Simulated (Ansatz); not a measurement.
SrO:
```cif
data_O4Sr4
_chemical_formula_sum 'Sr4 O4'
_space_group_name_H-M_alt 'Fm-3m'
_space_group_IT_number 225
_space_group_name_Hall '-F 4 2 3'
_cell_length_a 5.16027
_cell_length_b 5.16027
_cell_length_c 5.16027
_cell_angle_alpha 90.000
_cell_angle_beta 90.000
_cell_angle_gamma 90.000
loop_
_atom_site_label
_atom_site_type_symbol
_atom_site_symmetry_multiplicity
_atom_site_Wyckoff_symbol
_atom_site_fract_x
_atom_site_fract_y
_atom_site_fract_z
_atom_site_occupancy
Sr1 Sr 4 b 0.50000 0.50000 0.50000 1
O1 O 4 a 0.00000 0.00000 0.00000 1
```
(The calculation used a cell of 2 atoms; values per cell refer to that cell.)

Relaxed with r²SCAN. r²SCAN (plane waves, PAW; program Ansatz) gives a gap of 3.80 eV.

Task: What gap does HSE06 give on the same cell (Ansatz, PAW)?

Result: 4.80 eV, 1.00 eV more. The hybrid was solved on a coarser mesh and at special points; its gap is the smallest among all of these.

```tsv
k	v1 r²SCAN	c1 r²SCAN	v1 HSE06	c1 HSE06
Γ	0.00	4.59	(withheld)	(withheld)
X	-0.08	3.80	-0.10	4.80
L	-1.08	7.10	(withheld)	(withheld)
W	-0.41	6.55	(withheld)	(withheld)
K	-0.45	5.30	(withheld)	(withheld)
```

Task: Top valence (v1) and lowest conduction level (c1) in eV from each method's valence maximum (which need not be a listed point): supply the withheld HSE06 values.

Result: 
- W, v1 HSE06: -0.44
- W, c1 HSE06: 7.63
- L, v1 HSE06: -1.15
- L, c1 HSE06: 8.23
- K, v1 HSE06: -0.49
- K, c1 HSE06: 6.34
- Γ, v1 HSE06: 0.00
- Γ, c1 HSE06: 5.41

Cost on shared cores: the r²SCAN run (SCF on a 9×9×9 mesh, then bands and DOS) very roughly 12 core-seconds, the HSE06 run (SCF on 7×7×7, then a few points) about 50 core-seconds (a rough figure); the tasks are unlike.

Symmetry was held in the r²SCAN relaxation; phonons on a q-mesh show no instability. Scalar-relativistic: spin–orbit coupling is off unless named, which matters more the heavier the elements.

Potentials: the earlier of the program's two PAW sets.
